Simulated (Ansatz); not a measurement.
ZnSe (zinc blende)

```xyz
2
Lattice="0.0000 2.8665 2.8665 2.8665 0.0000 2.8665 2.8665 2.8665 0.0000" Properties=species:S:1:pos:R:3 pbc="T T T"
Se     4.2998     4.2998     4.2998
Zn     0.0000     0.0000     0.0000
```

The relaxed cell is deformed in two ways at once: its volume V is scaled, and at that volume it is stretched along z (the c axis of the conventional cell) so that c/a changes. Fractional atomic positions are held.

All values below come from PBE (plane waves to 420 eV, PAW, scalar-relativistic; Ansatz, a first-principles code). k mesh 10×10×10 (Γ-centred), Fermi-Dirac smearing 0.05 eV. Stress and pressure are positive under compression. The PAW data are Ansatz's earlier set. ZnSe was relaxed with its symmetry unable to fall.

At one point of the scan the stress tensor (GPa) is:

```
  -4.14     0.00     0.00
   0.00    -4.14     0.00
   0.00     0.00    -2.78
```

Task: Which point is it?
A) V/V₀ = 1.000, (c/a)/(c/a)₀ = 0.960
B) V/V₀ = 1.080, (c/a)/(c/a)₀ = 1.027
C) V/V₀ = 1.080, (c/a)/(c/a)₀ = 0.960
D) V/V₀ = 1.053, (c/a)/(c/a)₀ = 1.027

Result: C, V/V₀ = 1.080, (c/a)/(c/a)₀ = 0.960

(A scan under strain: stresses follow from slopes of the energy per volume, elastic moduli from its curvatures.)
